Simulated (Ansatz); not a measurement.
This CsB₃N₃ structure is the end of a relaxation. The cell was found from a structure generator's guess, not taken from experiment.

Theory: DFT PBE, scalar-relativistic, plane waves, PAW in Ansatz 0.2.0. Cutoff 420 eV, Γ-centred mesh, Gaussian smearing, no spin polarisation.

```cif
data_structure
_symmetry_space_group_name_H-M 'P 1'
_symmetry_Int_Tables_number 1
_cell_length_a 4.3688
_cell_length_b 4.3688
_cell_length_c 9.6236
_cell_angle_alpha 90.000
_cell_angle_beta 90.000
_cell_angle_gamma 120.000
_cell_volume 159.07
loop_
_atom_site_label
_atom_site_type_symbol
_atom_site_fract_x
_atom_site_fract_y
_atom_site_fract_z
_atom_site_occupancy
Cs1 Cs 0.00000 0.00000 0.50000 1
B1 B 0.33333 0.66667 0.00000 1
B2 B 0.66667 0.33333 0.00000 1
B3 B 0.00000 0.00000 0.00000 1
N1 N 0.33328 0.00000 0.00000 1
N2 N 0.00000 0.33328 0.00000 1
N3 N 0.66672 0.66672 0.00000 1
```

Formation energies are uncorrected and refer to the elements' standard structures at the same level (N₂ as a molecule).

Problem. Find its symmetry and describe it.

Solution. P-62m (No. 189). Conventional cell: a = 4.369 Å, c = 9.624 Å. Cs is surrounded by 6 Cs at 4.37 Å and 2 B at 4.81 Å; B on a site of symmetry -6 has 3 N at 1.46 Å; B on a site of symmetry -62m is surrounded by 3 N at 1.46 Å, 6 B at 2.52 Å, 3 N at 2.91 Å, 6 N at 3.85 Å, 6 B at 4.37 Å and 2 Cs at 4.81 Å; N is surrounded by 3 B at 1.46 Å.

Problem. What is its formation energy per atom?

Solution. −1.01 eV/atom. A negative formation energy is needed for stability but isn't enough: competing phases decide.

Problem. Is it a metal?

Solution. Yes, bands cross the Fermi level on the 12×12×4 mesh.

The last run used a 12×12×4 mesh (in the run's order of axes) for its 7-atom cell and Gaussian smearing of 0.10 eV. No dispersion correction is applied, so the spacing and binding between layers, chains or molecules are poorly described. An odd number of electrons in the primitive cell allows no gap without spin; a larger cell or a magnetic state could open one. Symmetry constrained the relaxation, so the result can be a saddle point.
